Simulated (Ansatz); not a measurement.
Ti (hcp, Mg type)

```xyz
2
Lattice="2.9389 0.0000 0.0000 -1.4694 2.5451 0.0000 0.0000 0.0000 4.6500" Properties=species:S:1:pos:R:3 pbc="T T T"
Ti     0.0000     1.6967     3.4875
Ti     1.4694     0.8484     1.1625
```

The slice is a (-1 1 0 2) plane (indices of the conventional cell) through the point (0.333, 0.667, 0.750) (fractional), spanned by u = [110] and v = [1 -1 1] in vectors of this cell: u (2.94 Å) and v (6.89 Å, at 90° to u). It covers one period; positions are fractions (u, v).

Calculation: PBE (plane waves to 420 eV, PAW, scalar-relativistic; Ansatz, an electronic-structure program). k mesh 18×18×10. Inside the PAW spheres the values are not all-electron values, and peaks at nuclei hang on which shells count as valence. The PAW data are Ansatz's earlier set. Ti is run without spin polarisation. Ti was relaxed with its symmetry unable to fall.

Sketch the valence electron density on this plane as a map.


| v \ u | 0.00 | 0.11 | 0.22 | 0.33 | 0.44 | 0.56 | 0.67 | 0.78 | 0.89 |
|---|---|---|---|---|---|---|---|---|---|
| 0.90 | 0.3 | 0.1 | -0.3 | -0.6 | -0.7 | -0.7 | -0.6 | -0.3 | 0.1 |
| 0.80 | -0.8 | -0.8 | -0.7 | -0.7 | -0.7 | -0.7 | -0.7 | -0.7 | -0.8 |
| 0.70 | -0.8 | -0.8 | -0.8 | -0.7 | -0.6 | -0.6 | -0.7 | -0.8 | -0.8 |
| 0.60 | -0.8 | -0.8 | -0.8 | -0.7 | -0.7 | -0.7 | -0.7 | -0.8 | -0.8 |
| 0.50 | -0.1 | -0.3 | -0.5 | -0.6 | -0.6 | -0.6 | -0.6 | -0.5 | -0.3 |
| 0.40 | 0.6 | 0.4 | -0.2 | -0.6 | -0.7 | -0.7 | -0.6 | -0.2 | 0.4 |
| 0.30 | -0.3 | -0.4 | -0.6 | -0.7 | -0.8 | -0.8 | -0.7 | -0.6 | -0.4 |
| 0.20 | -0.7 | -0.7 | -0.8 | -0.8 | -0.8 | -0.8 | -0.8 | -0.8 | -0.7 |
| 0.10 | 0.3 | 0.1 | -0.4 | -0.7 | -0.8 | -0.8 | -0.7 | -0.4 | 0.1 |
| 0.00 | 1.1 | 1.0 | 0.4 | -0.4 | -0.7 | -0.7 | -0.4 | 0.4 | 1.0 |

Values: log₁₀ of the valence density in e/Å³. The scale is logarithmic, as a density can span decades between atoms and voids.
